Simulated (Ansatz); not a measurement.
This run works on a generated trial structure, not on a known crystal.

Input and command of a plane-wave DFT calculation in Ansatz:

```yaml
crystal:
  lattice:
    - [0.0, 5.2835, 5.2835]
    - [5.2835, 0.0, 5.2835]
    - [5.2835, 5.2835, 0.0]
  atoms:
    - { symbol: Ca, position: [0.0, 0.0, 0.0] }
    - { symbol: Co, position: [0.5, 0.5, 0.5], spin: 3.0 }
    - { symbol: C, position: [0.80070029, 0.19929971, 0.19929971] }
    - { symbol: C, position: [0.19929971, 0.80070029, 0.19929971] }
    - { symbol: C, position: [0.19929971, 0.19929971, 0.80070029] }
    - { symbol: C, position: [0.19929971, 0.80070029, 0.80070029] }
    - { symbol: C, position: [0.80070029, 0.19929971, 0.80070029] }
    - { symbol: C, position: [0.80070029, 0.80070029, 0.19929971] }
    - { symbol: "N", position: [0.68997823, 0.31002177, 0.31002177] }
    - { symbol: "N", position: [0.31002177, 0.68997823, 0.31002177] }
    - { symbol: "N", position: [0.31002177, 0.31002177, 0.68997823] }
    - { symbol: "N", position: [0.31002177, 0.68997823, 0.68997823] }
    - { symbol: "N", position: [0.68997823, 0.31002177, 0.68997823] }
    - { symbol: "N", position: [0.68997823, 0.68997823, 0.31002177] }
basis:
  ecutwfc: 420
kpoints:
  mp_grid: { grid: [4, 4, 4] }
hamiltonian:
  xc: pbe
scf:
  occupations: { method: gaussian, width: 0.1 }
  lower_state_search: "off"
output:
  forces: true
  stress: true
  eigenvalues: true
  populations: true
magnetization:
  spin_polarized: true
relax:
  adjacent_minimum: "off"
  f_tol: 0.04
  max_steps: 70
  cell: { stress_tol: 0.4 }
```

```bash
ansatz run input.yaml --threads 1 --pin off --max-ram 2560MiB --backend cpu --events-out ev --progress --plain --runs-dir out
```

Processor: Intel(R) Xeon(R) 6975P-C (Granite Rapids), 1 thread, on a host shared with other jobs.

**Question.** Estimate time, memory and problem size.

**Answer.** About 2.1 min, peak memory 0.86 GiB. It solves 56 bands at 8 k points (after reduction by symmetry) with about 6975 plane waves (on the last cell), in 112 SCF iterations over 10 ionic steps.
